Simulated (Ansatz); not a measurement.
PbS:
```cif
data_PbS
_chemical_formula_sum 'Pb1 S1'
_space_group_name_H-M_alt 'P-6m2'
_space_group_IT_number 187
_space_group_name_Hall 'P -6 2'
_cell_length_a 4.05317
_cell_length_b 4.05317
_cell_length_c 3.78058
_cell_angle_alpha 90.000
_cell_angle_beta 90.000
_cell_angle_gamma 120.000
loop_
_atom_site_label
_atom_site_type_symbol
_atom_site_symmetry_multiplicity
_atom_site_Wyckoff_symbol
_atom_site_fract_x
_atom_site_fract_y
_atom_site_fract_z
_atom_site_occupancy
Pb1 Pb 1 a 0.00000 0.00000 0.00000 1
S1 S 1 f 0.66667 0.33333 0.50000 1
```

Relaxed with r²SCAN.

Task: Tabulate the valence density and the electron localisation function along the shortest Pb–S contact (3.01 Å), plane-wave PAW r²SCAN (Ansatz code).

Result: 

```tsv
distance from Pb (Å)	density (e/Å³)	ELF
0.30	7.43	0.01
0.45	5.20	0.08
0.60	3.29	0.24
0.75	1.87	0.38
0.90	0.98	0.42
1.05	0.53	0.36
1.20	0.32	0.26
1.35	0.23	0.20
1.50	0.21	0.24
1.65	0.24	0.43
1.80	0.32	0.67
1.96	0.47	0.81
2.11	0.70	0.86
2.26	0.96	0.86
2.41	1.13	0.79
2.56	1.03	0.55
2.71	0.63	0.16
```

The density is the valence pseudo-density with augmentation charge, so density and ELF within about 1 Å of a nucleus are not all-electron values.

The first step of the workflow began from a Materials Project structure, measured or hypothetical; the Crystallography Open Database copy checked does not list it. It is not the phase usual at ambient conditions (space group No. 225). Symmetry was held in the r²SCAN relaxation; whether a distortion lowers the energy is not shown. Scalar-relativistic: spin–orbit coupling is off unless named, which matters more the heavier the elements.

Potentials: the later of the program's two PAW sets.
